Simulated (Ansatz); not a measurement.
Al2O3:
```yaml
crystal:
  lattice:
    - [2.40032, 1.38583, 4.46808]
    - [-2.40032, 1.38583, 4.46808]
    - [0.00000, -2.77165, 4.46808]
  atoms:
    - { symbol: Al, position: [0.00000, 0.00000, 0.00000] }
    - { symbol: Al, position: [0.50000, 0.50000, 0.50000] }
    - { symbol: Al, position: [0.30689, 0.30689, 0.30689] }
    - { symbol: Al, position: [0.69311, 0.69311, 0.69311] }
    - { symbol: O, position: [0.27946, 0.89228, 0.60378] }
    - { symbol: O, position: [0.72054, 0.10772, 0.39622] }
    - { symbol: O, position: [0.89228, 0.60378, 0.27946] }
    - { symbol: O, position: [0.10772, 0.39622, 0.72054] }
    - { symbol: O, position: [0.60378, 0.27946, 0.89228] }
    - { symbol: O, position: [0.39622, 0.72054, 0.10772] }
```

x, y and z are the axes in which the lattice vectors are written.

Give the high-frequency dielectric tensor and the Born effective charge tensors of the independent atoms from DFPT, r²SCAN in the plane-wave PAW code Ansatz.


ε∞:
```
3.01  0.00  0.00
0.00  3.01  0.00
0.00  0.00  2.88
```
Z* of atom 1 (Al), rows: field, columns: displacement, in e:
```
 3.15   0.07   0.00
-0.07   3.15   0.00
 0.00   0.00   2.35
```
Z* of atom 2 (Al), rows: field, columns: displacement, in e:
```
 2.79   0.02   0.00
-0.02   2.79   0.00
 0.00   0.00   3.65
```
Z* of atom 3 (Al), rows: field, columns: displacement, in e:
```
 2.96  -0.04   0.00
 0.04   2.96   0.00
 0.00   0.00   2.41
```
Z* of atom 5 (O), rows: field, columns: displacement, in e:
```
-2.10   0.02   0.21
 0.02  -1.85   0.06
 0.26   0.01  -1.80
```

Static charges for comparison (Bader): Al1 +2.59, Al2 +2.60, Al3 +2.58, O5 -1.73 e. Born charges measure polarisation by displacement and can exceed these by far.

Space group R-3. The workflow started from a Materials Project entry (that database holds measured and hypothetical structures alike); the Crystallography Open Database copy checked does not list it. It is not the phase usual at ambient conditions (space group No. 167). The cell was relaxed with r²SCAN under the symmetry of its start; its stability against distortions is not shown here.

Potentials: the earlier of the program's two PAW sets. The files were generated under PBE; for other functionals the program regenerates the frozen cores, and for LDA and PBEsol the local potential too.
